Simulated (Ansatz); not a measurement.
The computed numbers are results of PBEsol, scalar-relativistic (collinear spin) in the plane-wave PAW code Ansatz at 420 eV, 10×10×8 k-mesh, Gaussian smearing of 0.05 eV; PAW files: Ansatz's generated set soft_2.

The calculation on XGa2, where X is one element, gave:

- Space group: P6/mmm (No. 191)
- Conventional cell: a = 4.185 Å, b = 4.185 Å, c = 4.076 Å, α = 90.00°, β = 90.00°, γ = 120.00°
- Volume: 20.61 Å³/atom
- Band gap: zero (metallic)
- Density of states at the Fermi level: 0.45 states/(eV·atom)
- Magnetic state: ferromagnetic (the only order tried)
- Site spin moments: X 7.03 μB
- Spin moment of the cell: 7.13 μB
- f electrons (orthogonalised atomic orbitals): X 7.10
- Formation energy from the elements (0 K, uncorrected): -0.70 eV/atom
- Bulk modulus (Birch–Murnaghan): 75 GPa

Sites: X on 1a, Ga on 2d.

Task: Which element is X?
A. Eu
B. Dy
C. Tb
D. Gd

Result: D. X is Gd, so the compound is GdGa2.

The start was a prototype's sites filled with these elements; the Crystallography Open Database holds the compound in this structure.

Without a U the 4f levels of Gd lie too near the Fermi level, so their share of the states there, and what hangs on it, is overstated. These numbers lack spin–orbit coupling. The run wasn't fully tested for a lower electronic state. Site moments are of spin, integrated over atomic spheres. Only parallel moments were tried, so the real magnetic order may be another.
